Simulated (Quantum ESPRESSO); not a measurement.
## Zn4OS2Se (input and log of a self-consistent run)

A calculation, not a measurement. The program is pw.x of Quantum ESPRESSO 7.5 (plane-wave density functional theory). The cell is made up: 8 atoms on a zincblende/diamond lattice, with randomly drawn elements, strain and displacements, not relaxed. PseudoDojo standard norm-conserving files (v0.5 for PBE, v0.4.1 for LDA and PBEsol) set the functional; there is no spin polarisation, spin-orbit coupling or dispersion term, and the masses in the input are unused placeholders.

Input:

```
&control calculation='scf', pseudo_dir='./dojo.nc.sr.pbe.v0_5.standard.upf', outdir='./o', disk_io='medium', tprnfor=.true., tstress=.true. /
&system ibrav=0, nat=8, ntyp=4, nbnd=63, ecutwfc=85.99341389, nosym=.true., tot_charge=0,
 occupations='smearing', smearing='fd', degauss=0.0018374661
/
&electrons conv_thr=7.350e-09, electron_maxstep=60, /
ATOMIC_SPECIES
O 1.0 O.upf
S 1.0 S.upf
Se 1.0 Se.upf
Zn 1.0 Zn.upf
CELL_PARAMETERS angstrom
5.6323 -0.0715 -0.0932
-0.0715 5.6599 -0.0372
-0.0932 -0.0372 5.8023
ATOMIC_POSITIONS angstrom
Zn 0.0482 0.0022 0.0213
Zn 0.0089 2.8163 2.9089
Zn 2.7067 -0.0648 2.8377
Zn 2.7924 2.838 -0.0786
O 1.3287 1.4144 1.4097
S 1.2529 4.1674 4.3056
S 4.1793 1.3451 4.2583
Se 4.1658 4.1832 1.3469
K_POINTS automatic
4 4 4 1 1 1
```

The log is shortened where brackets say so; the opening notice, blank lines, dates and the lines on written files are dropped, and the path of the files is cut. It prints rydbergs, bohrs and kilobars, and counts compression as positive stress.

```
     Program PWSCF v.7.5
     Parallel version (MPI & OpenMP), running on       1 processor cores
     Number of MPI processes:                 1
     Threads/MPI process:                     1
     [start-up lines left out]
     bravais-lattice index     =            0
     lattice parameter (alat)  =      10.6458  a.u.
     unit-cell volume          =    1247.6326 (a.u.)^3
     number of atoms/cell      =            8
     number of atomic types    =            4
     number of electrons       =       114.00
     number of Kohn-Sham states=           63
     kinetic-energy cutoff     =      85.9934  Ry
     charge density cutoff     =     343.9737  Ry
     scf convergence threshold =      7.3E-09
     mixing beta               =       0.7000
     number of iterations used =            8  plain     mixing
     Exchange-correlation= PBE
                           (   1   4   3   4   0   0   0)
     [axes and pseudopotential details left out]
   Cartesian axes
     site n.     atom                  positions (alat units)
         1        Zn     tau(   1) = (   0.0085559   0.0003905   0.0037809  )
         2        Zn     tau(   2) = (   0.0015798   0.4999179   0.5163552  )
         3        Zn     tau(   3) = (   0.4804630  -0.0115026   0.5037166  )
         4        Zn     tau(   4) = (   0.4956755   0.5037699  -0.0139522  )
         5        O      tau(   5) = (   0.2358559   0.2510684   0.2502341  )
         6        S      tau(   6) = (   0.2224007   0.7397500   0.7642817  )
         7        S      tau(   7) = (   0.7418624   0.2387670   0.7558856  )
         8        Se     tau(   8) = (   0.7394660   0.7425546   0.2390865  )
     number of k points=    32  Fermi-Dirac smearing, width (Ry)=  0.0018
                       cart. coord. in units 2pi/alat
        k(    1) = (   0.1286935   0.1268599   0.1242445), wk =   0.0625000
        k(    2) = (   0.1327322   0.1285067   0.3670480), wk =   0.0625000
     [further k points left out]
     Dense  grid:   134453 G-vectors     FFT dimensions: (  64,  64,  72)
     Estimated max dynamical RAM per process >     211.67 MB
     Initial potential from superposition of free atoms
     starting charge     113.9993, renormalised to     114.0000
     Starting wfcs are   61 randomized atomic wfcs +    2 random wfcs
     total cpu time spent up to now is       56.4 secs
     per-process dynamical memory:   119.7 Mb
     Self-consistent Calculation
     iteration #  1     ecut=    85.99 Ry     beta= 0.70
     Davidson diagonalization with overlap
     ethr =  1.00E-02,  avg # of iterations =  4.6
     total cpu time spent up to now is      158.8 secs
     total energy              =   -1991.44771349 Ry
     estimated scf accuracy    <       1.19424455 Ry
     iteration #  2     ecut=    85.99 Ry     beta= 0.70
     Davidson diagonalization with overlap
     ethr =  1.05E-03,  avg # of iterations =  7.2
     total cpu time spent up to now is      327.9 secs
     total energy              =   -1990.56919063 Ry
     estimated scf accuracy    <       9.80719962 Ry
     iteration #  3     ecut=    85.99 Ry     beta= 0.70
     Davidson diagonalization with overlap
     ethr =  1.05E-03,  avg # of iterations =  5.6
     total cpu time spent up to now is      500.8 secs
     total energy              =   -1992.07689013 Ry
     estimated scf accuracy    <       0.46016974 Ry
     iteration #  4     ecut=    85.99 Ry     beta= 0.70
     Davidson diagonalization with overlap
     ethr =  4.04E-04,  avg # of iterations =  2.0
     total cpu time spent up to now is      606.0 secs
     total energy              =   -1992.10270947 Ry
     estimated scf accuracy    <       0.07472208 Ry
     iteration #  5     ecut=    85.99 Ry     beta= 0.70
     Davidson diagonalization with overlap
     ethr =  6.55E-05,  avg # of iterations =  2.0
     total cpu time spent up to now is      723.2 secs
     total energy              =   -1992.10076647 Ry
     estimated scf accuracy    <       0.01703678 Ry
     iteration #  6     ecut=    85.99 Ry     beta= 0.70
     Davidson diagonalization with overlap
     ethr =  1.49E-05,  avg # of iterations =  7.0
     total cpu time spent up to now is      892.6 secs
     total energy              =   -1992.10373702 Ry
     estimated scf accuracy    <       0.00122206 Ry
     iteration #  7     ecut=    85.99 Ry     beta= 0.70
     Davidson diagonalization with overlap
     ethr =  1.07E-06,  avg # of iterations =  3.0
     total cpu time spent up to now is     1055.7 secs
     total energy              =   -1992.10391077 Ry
     estimated scf accuracy    <       0.00012006 Ry
     iteration #  8     ecut=    85.99 Ry     beta= 0.70
     Davidson diagonalization with overlap
     ethr =  1.05E-07,  avg # of iterations =  2.0
     total cpu time spent up to now is     1188.4 secs
     total energy              =   -1992.10392622 Ry
     estimated scf accuracy    <       0.00000463 Ry
     iteration #  9     ecut=    85.99 Ry     beta= 0.70
     Davidson diagonalization with overlap
     ethr =  4.06E-09,  avg # of iterations =  4.0
     total cpu time spent up to now is     1274.2 secs
     total energy              =   -1992.10392743 Ry
     estimated scf accuracy    <       0.00000109 Ry
     iteration # 10     ecut=    85.99 Ry     beta= 0.70
     Davidson diagonalization with overlap
     ethr =  9.54E-10,  avg # of iterations =  2.0
     total cpu time spent up to now is     1371.5 secs
     total energy              =   -1992.10392768 Ry
     estimated scf accuracy    <       0.00000004 Ry
     iteration # 11     ecut=    85.99 Ry     beta= 0.70
     Davidson diagonalization with overlap
     ethr =  3.31E-11,  avg # of iterations =  3.2
     total cpu time spent up to now is     1517.8 secs
     End of self-consistent calculation
     [lines on levels left out]
!    total energy              =   -1992.10392768 Ry
     estimated scf accuracy    <          7.2E-09 Ry
     smearing contrib. (-TS)   =      -0.00000000 Ry
     internal energy E=F+TS    =   -1992.10392768 Ry
     The total energy is F=E-TS. E is the sum of the following terms:
     one-electron contribution =   -1668.37376679 Ry
     hartree contribution      =     847.31643860 Ry
     xc contribution           =    -248.58694558 Ry
     ewald contribution        =    -922.45965392 Ry
     convergence has been achieved in  11 iterations
     Forces acting on atoms (cartesian axes, Ry/au):
     atom    1 type  4   force =     0.02189541    0.04000864    0.01263489
     atom    2 type  4   force =     0.00503245   -0.03984515   -0.02320929
     atom    3 type  4   force =    -0.01469503    0.03080724   -0.00767791
     atom    4 type  4   force =    -0.02368526   -0.03684724   -0.00333374
     atom    5 type  1   force =    -0.00090541   -0.01385876   -0.00026211
     atom    6 type  2   force =     0.01760954    0.01602183    0.00670338
     atom    7 type  2   force =    -0.00865205   -0.00378406    0.00108387
     atom    8 type  3   force =     0.00340036    0.00749750    0.01406091
     Total force =     0.093304     Total SCF correction =     0.000390
     Computing stress (Cartesian axis) and pressure
          total   stress  (Ry/bohr**3)                   (kbar)     P=      -83.84
  -0.00053178   0.00008008   0.00007821          -78.23       11.78       11.50
   0.00008008  -0.00056557   0.00002406           11.78      -83.20        3.54
   0.00007821   0.00002406  -0.00061245           11.50        3.54      -90.09
     init_run     :     53.73s CPU     56.24s WALL (       1 calls)
     electrons    :   1419.76s CPU   1461.51s WALL (       1 calls)
     forces       :     14.15s CPU     14.53s WALL (       1 calls)
     stress       :     48.04s CPU     49.69s WALL (       1 calls)
     [timing details left out]
     PWSCF        :  25m36.24s CPU  26m24.53s WALL
     JOB DONE.
```

In other units: free energy -27103.955 eV for the cell, pressure -8.38 GPa, largest force component 1.029 eV/Å. A rerun of this cell at 1467 eV and a 6 x 6 x 6 mesh moved values by no more than 0.002 eV in energy, 0.02 GPa in stress and 0.002 eV/Å in force.